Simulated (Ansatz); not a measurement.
**Be₃ZnMo, all-electron reference calculation**

Cell: generated Be₃ZnMo built from the cubic perovskite structure and then distorted, one atom being moved towards a neighbour.

Computed with Ansatz, DFT, PBE, all-electron full-potential LAPW, scalar-relativistic valence, Dirac core shells, point nucleus. Brillouin zone: 2×2×2 (half-step shift), Fermi–Dirac smearing of 0.15 eV; a denser mesh would shift the values. In metals such a mesh can move stress, forces and moments by their own size. Spin-restricted. Labels count atoms in the order given.

Lattice vectors (Å):
```
 4.0120  0.0118 -0.0086
 0.0118  3.9547 -0.0305
-0.0086 -0.0305  3.8210
```

```csv
atom,x,y,z (fractional)
Zn1,0.2850,0.7385,0.2739
Be2,0.8043,0.7107,0.2537
Be3,0.3038,0.2357,0.2849
Be4,0.2687,0.7554,0.6869
Mo5,0.7688,0.2228,0.7273
```

Forces (eV/Å): Zn1 (2.096, -0.299, -11.227); Be2 (-1.234, -0.249, -0.392); Be3 (-0.246, 0.422, -0.287); Be4 (-0.629, 0.203, 11.028); Mo5 (0.013, -0.077, 0.878).

Stress xx yy zz yz xz xy in GPa, positive in compression: -0.76 0.19 31.24 1.00 -1.09 0.31.

| Quantity | Value |
| --- | --- |
| Pressure | 10.22 GPa |
| Largest force | 11.425 eV/Å |

# Single point on Be3ZnMo

Cell: generated Be3ZnMo built from the cubic perovskite structure and then distorted.

Method as above, mesh 2×2×2 with shift 0.5, 0.5, 0.5. The run is spin-unpolarised.

Lattice vectors (Å):
```
 3.8015  0.0484  0.0832
 0.0484  3.8458 -0.1970
 0.0832 -0.1970  3.8436
```

| atom | x | y | z (fractional) |
| --- | --- | --- | --- |
| Zn1 | 0.1643 | 0.6430 | 0.8504 |
| Be2 | 0.6483 | 0.6525 | 0.8598 |
| Be3 | 0.1391 | 0.1566 | 0.8597 |
| Be4 | 0.1458 | 0.6396 | 0.3560 |
| Mo5 | 0.6553 | 0.1484 | 0.3553 |

```
atom  Fx (eV/Å)  Fy (eV/Å)  Fz (eV/Å)
 Zn1     -1.146      1.137      0.190
 Be2      1.760      0.077      0.093
 Be3     -0.131     -1.192      0.055
 Be4     -0.140      0.043     -0.565
 Mo5     -0.343     -0.066      0.228
```

Stress (GPa; xx, yy, zz, yz, xz, xy; compression positive): 16.99, 11.91, 11.98, -1.43, 1.40, 1.75.

| Item | Value |
| --- | --- |
| Pressure | 13.63 GPa |
| Largest force | 1.764 eV/Å |
